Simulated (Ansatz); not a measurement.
System: AlNi (CsCl type), 2 atoms in the cell.

Theory: Ansatz 0.2.0 development build, PBE, plane waves, PAW datasets (earlier set, tuned by hand).

Cutoff 920 eV; k-mesh 8×8×8 Γ-centred; Fermi–Dirac smearing of 0.1 eV; no spin polarisation.

```
Ni Al
1.0
     2.89000    0.00000    0.00000
     0.00000    2.89000    0.00000
     0.00000    0.00000    2.89000
Ni Al
1 1
Direct
  0.00000 0.00000 0.00000
  0.50000 0.50000 0.50000
```

Question: Would the cell expand or shrink if it were free to relax?

Answer: The pressure is 0.66 GPa, so at these settings the cell is compressed and would expand.

Question: Metal or insulator on this mesh?

Answer: No gap opens on the mesh: metallic.

The stress includes the program's correction for the finite plane-wave basis.

The k-mesh is modest, so these values aren't fully converged in k.
